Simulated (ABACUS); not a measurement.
A self-consistent single point of CsPbBr₃ (Pm-3m, 5 atoms in the cell; from Materials Project mp-600089, changed as shown).

```
CELL_PARAMETERS angstrom
      5.82266     0.00000     0.00000
      0.00000     5.82266     0.00000
      0.00000     0.00000     5.82266
ATOMIC_POSITIONS crystal
  Cs 0.00000 0.00000 0.00000
  Pb 0.50000 0.50000 0.50000
  Br 0.50000 0.50000 0.00000
  Br 0.00000 0.50000 0.50000
  Br 0.50000 0.00000 0.50000
```

Level of theory: ABACUS with PBE, numerical atomic orbitals DZP (confined pseudo-atomic orbitals with Gaussian additions; energy shift 0.01 Ry), PseudoDojo 0.5 standard norm-conserving PBE (tails mended) pseudopotentials.

ABACUS settings:

```
key                                                                   value
---------------  ----------------------------------------------------------
basis                   DZP numerical atomic orbitals, energy shift 0.01 Ry
KPT                                                       Gamma 4 4 4 0 0 0
basis_type                                                             lcao
dft_functional                                                          PBE
ecutwfc                                                              100 Ry
smearing_method                                                       fixed
potentials       PseudoDojo 0.5 standard norm-conserving PBE (tails mended)
symmetry                                                                  1
symmetry_prec                                                         1e-05
ks_solver                                                     scalapack_gvx
scf_nmax                                                                100
scf_thr                                                             1.0e-07
mixing_type                                                         broyden
```

Results:

- Number of valence electrons: 44
- Number of bands: 32
- Number of k-points after the program's reduction: 10
- Size of the basis: 78
- Number of SCF iterations: 9
- Free energy E − TS: -3827.0567 eV
- Top of the valence band (on the code's own zero): 4.44 eV
- Gap on the k-point mesh: 1.39 eV
- Pressure: 1.00 GPa

Stress (GPa, positive for compression):
```
1.00  0.00  0.00
0.00  1.00  0.00
0.00  0.00  1.00
```

Gaps are taken between levels on the mesh.

For comparison: a first run was changed to give this one (lattice scaled by 0.98), and from it to this one the free energy goes up by 1.8 meV/atom, the pressure goes from -0.67 to 1.00 GPa and the gap on the mesh goes from 1.616 to 1.388 eV.

Spin-orbit coupling is left out, which matters for bands and gaps with elements this heavy. The atom-centred basis is finite, which shifts total energies, pressures and gaps against plane waves. The structure comes from a collection of computed structures, made at another level of theory; the collection holds predicted forms beside known ones. Its lattice was then scaled.

Cost on one core: around 24 core-seconds (rough).

The atomic orbitals were generated for these runs; they are not ABACUS's published sets and were checked against plane waves on a few crystals only.

“Tails mended”: in these copies of the files the far tail of each local potential was reset to the Coulomb form.
